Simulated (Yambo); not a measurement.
Yambo run on CdCl2 (space group R-3m, No. 166). The wavefunctions come from this Quantum ESPRESSO step (PBEsol, PseudoDojo standard norm-conserving files, scalar-relativistic):

```
&CONTROL
  calculation = 'nscf'
  pseudo_dir = './pseudo'
  outdir = './out'
/
&SYSTEM
  ibrav = 0
  nat = 3
  ntyp = 2
  ecutwfc = 102.0
  ecutrho = 408.0
  occupations = 'fixed'
  force_symmorphic = .true.
  nbnd = 148
/
&ELECTRONS
  conv_thr = 3.0000000000000004e-09
  diago_full_acc = .true.
  diago_thr_init = 1e-08
/
ATOMIC_SPECIES
Cl 35.4500 Cl.upf
Cd 112.4140 Cd.upf
CELL_PARAMETERS angstrom
  1.928605033000   1.113480635000   6.105747000000
 -1.928605033000   1.113480635000   6.105747000000
  0.000000000000  -2.226961270000   6.105747000000
ATOMIC_POSITIONS crystal
Cl   0.745377000000   0.745377000000   0.745377000000
Cl   0.254623000000   0.254623000000   0.254623000000
Cd   0.000000000000   0.000000000000   0.000000000000
K_POINTS automatic
4 4 4 0 0 0
```

Yambo input:

```
rim_cut
gw0
dyson
el_el_corr
HF_and_locXC
ppa
em1d
RandQpts= 1000000
RandGvec= 1 Ry
EXXRLvcs= 102 Ry
VXCRLvcs= 408 Ry
Chimod= "HARTREE"
% BndsRnXp
 5 | 147 |
%
NGsBlkXp= 8 Ry
% LongDrXp
 1.0 | 1.0 | 1.0 |
%
PPAPntXp= 27.2114 eV
% GbndRnge
 1 | 147 |
%
GTermKind= "BG"
DysSolver= "n"
ExtendOut
% QPkrange
 1 | 1 | 17 | 18 |
 7 | 7 | 17 | 18 |
%
```

k points by index: 1 = Γ, 7 = F.

Resulting energies as the program prints them:

```
#    K-point    Band    Eo [eV]    E [eV]    E-Eo [eV]    Vxc [eV]    Vnlxc [eV]    Sc|Eo [eV]    Sc|E [eV]    dSc/dw|Eo [eV]    Re(Z)    Im(Z)
#
    1    17    -0.100988    -1.591694    -1.490706    -16.02763    -20.37026    2.476334    2.851927    -6.855525    0.798761    -0.001326
    1    18    3.442848    4.185654    0.742806    -11.46962    -7.291296    -3.293990    -3.435520    -5.184142    0.839972    -0.001003
    7    17    0.000000    -1.529632    -1.529632    -15.68733    -20.10417    2.498726    2.887215    -6.910464    0.797475    -0.001330
    7    18    4.470162    5.470171    1.000008    -12.34912    -7.708379    -3.447829    -3.640737    -5.248822    0.838299    -0.985698E-3
```
(The two width columns are left out.) Convergence of these settings isn't established.

Spin-orbit coupling is not included.

Geometry of the Materials Project entry, not relaxed at this level.

The distance between layers or molecules is the database entry's, not relaxed here. Functionals without dispersion can leave it too large, which widens gaps and weakens the response across layers: the numbers belong to this cell.
